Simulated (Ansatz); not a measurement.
Relaxed CsPbCl3 (cubic perovskite):

```xyz
5
Lattice="5.7357 0.0000 0.0000 0.0000 5.7357 0.0000 0.0000 0.0000 5.7357" Properties=species:S:1:pos:R:3 pbc="T T T"
Cs     0.0000     0.0000     0.0000
Pb     2.8678     2.8678     2.8678
Cl     0.0000     2.8678     2.8678
Cl     2.8678     2.8678     0.0000
Cl     2.8678     0.0000     2.8678
```

The numbers are results of PBE (plane waves to 420 eV, PAW, scalar-relativistic; Ansatz, a first-principles code), not measurements. k mesh 5×5×5 (Γ-centred), Fermi-Dirac smearing 0.05 eV. CsPbCl3 was relaxed with its symmetry unable to fall. Spin-orbit coupling is left out, though Pb is heavy. The PAW data are Ansatz's earlier set. This is a high-temperature form of CsPbCl3.

One atom of the cell was then moved (with its periodic images), all else fixed, and the forces (eV/Å) came out as:

```tsv
atom	Fx	Fy	Fz
Cs1	0.000	0.000	0.006
Pb2	0.000	0.000	-13.870
Cl3	0.000	0.000	-0.066
Cl4	0.000	0.000	13.996
Cl5	0.000	0.000	-0.066
```

**Question.** Which atom was moved, and by which vector (Å)?

**Answer.** Cl4, by (0.00, 0.00, -0.86), 0.86 Å in all.

(A displaced cell: forces are minus the slopes of the energy, force constants its curvatures, and phonons follow from these.)
